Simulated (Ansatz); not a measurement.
ZrTa:
Space group Cmcm (No. 63); a = 2.9104 Å, b = 11.2972 Å, c = 4.8609 Å, α = β = γ = 90.00°

```csv
atom,site,symmetry,x,y,z
Zr,4c,m2m,0.0000,0.3211,0.2500
Ta,4c,m2m,0.0000,0.0644,0.2500
```
(The calculation used a cell of 4 atoms; values per cell refer to that cell.)

Relaxed at zero pressure with DFT-PBEsol in the program Ansatz with PAW potentials.

Question: The volume is raised by 9 % and shape and atoms relax at that volume. What pressure results, and how do the axes share the change?

Answer: -10.3 GPa; a 3.4 %, b 3.4 %, c 2.0 %; the energy rises by 62 meV/atom.

Question: Give the new structure.

Answer: 
Space group Cmcm (No. 63); a = 3.0092 Å, b = 11.6807 Å, c = 4.9562 Å, α = β = γ = 90.00°

```tsv
atom	site	symmetry	x	y	z
Zr	4c	m2m	0.0000	0.3223	0.2500
Ta	4c	m2m	0.0000	0.0640	0.2500
```

The phase is kept; no other phase was compared at this pressure.

The start of the workflow was typed in or built on a structure type; neither database checked (COD, Materials Project) lists it. Its standing as an ambient phase is unchecked. Symmetry was held in the PBEsol relaxation. At this level the phase is dynamically unstable (imaginary phonons). No spin polarisation was allowed. Its formation energy is positive at this level, so the cell may be metastable or incomplete. Axis ratios of metals converge slowly with the k-mesh, so a and c are less sure than the volume. Scalar-relativistic: spin–orbit coupling is off unless named, which matters more the heavier the elements.

Potentials: the later of the program's two PAW sets.
